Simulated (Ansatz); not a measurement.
Molecular dynamics on a 1×1×1 supercell (4 atoms) of CuLaS₂ (ordering on rocksalt), relaxed with r2SCAN. Forces come from r2SCAN in the PAW code Ansatz: a Langevin thermostat at fixed volume, 2200 K, steps of 3 fs. Classical nuclei, no spin polarisation; a few dozen steps show the first response, not equilibrium. The structure comes from a prototype and may be hypothetical.

```yaml
crystal:
  lattice:
    - [2.0659896073, 1.1927996559, 5.7030646401]
    - [-2.0659896073, 1.1927996559, 5.7030646401]
    - [0.0, -2.3855993118, 5.7030646401]
  atoms:
    - { symbol: Cu, position: [1.0, 0.0, 0.0] }
    - { symbol: La, position: [0.5, 0.5, 0.5] }
    - { symbol: S, position: [0.2596595099, 0.2596595099, 0.2596595099] }
    - { symbol: S, position: [0.7403404901, 0.7403404901, 0.7403404901] }
kpoints:
  mp_grid: { grid: [4, 4, 4] }
hamiltonian:
  xc: r2scan
scf:
  occupations: { method: fermi_dirac, width: 0.19 }
md:
  ensemble: nvt_langevin
  temperature: 2200
  timestep: 3.0
  n_steps: 20
  initial_velocities: maxwell_boltzmann
  seed: 7837
```

Run as `ansatz run input.yaml --threads 4 --pin off --max-ram 3686MiB --backend cpu --events-out ev --progress --plain --runs-dir out`. It took 2.3 min on 4 threads of Arm Neoverse V1 (shared host), load about 0.6 per core; peak host memory 0.64 GiB.

```csv
step,t (fs),T (K),free energy F from step 0 (meV/atom),kinetic energy (meV/atom),largest force (eV/Å)
0,0,1650,0.0,213.3,0.04
1,3,1387,1.3,179.3,0.22
2,6,1375,5.6,177.8,0.46
3,9,1591,12.8,205.6,0.67
4,12,1538,21.9,198.8,0.88
5,15,1433,31.3,185.3,1.07
6,18,1401,40.2,181.1,1.23
7,21,1095,47.5,141.6,1.36
8,24,1447,55.8,187.1,1.50
9,27,1462,64.6,189.0,1.64
10,30,1404,66.4,181.5,1.70
11,33,1796,58.7,232.1,1.65
12,36,1904,46.3,246.1,1.52
13,39,1890,31.5,244.3,1.38
14,42,1549,16.1,200.2,1.24
15,45,1762,2.1,227.7,1.09
16,48,1477,-8.8,190.9,0.94
17,51,1737,-15.7,224.5,0.99
18,54,1993,-17.7,257.6,0.97
19,57,2195,-12.4,283.7,1.13
20,60,2434,-0.5,314.6,1.41
```

The temperature starts at 1650 K, is lowest at step 7 (1095 K, 21 fs) and ends at 2434 K. The atoms start on their lattice sites with kinetic energy alone, so much of it first passes into potential energy. The first value is 3/4 of the setting, since velocities are drawn without the motion of the centre of mass and T is counted over all atoms. By the last step the atoms have moved 0.35 Å in the root mean square, the drift of the whole cell taken out, 0.56 Å at most.

Positions (Å) and forces (eV/Å) at step 20:
```
Cu   2.415   0.861   5.991     0.317  -0.072  -0.217
La  -0.135   0.077   8.504    -0.076  -0.736  -0.464
S   -0.170  -0.007   4.099     0.059   0.540   1.299
S   -0.122  -0.026  12.565    -0.301   0.268  -0.618
```
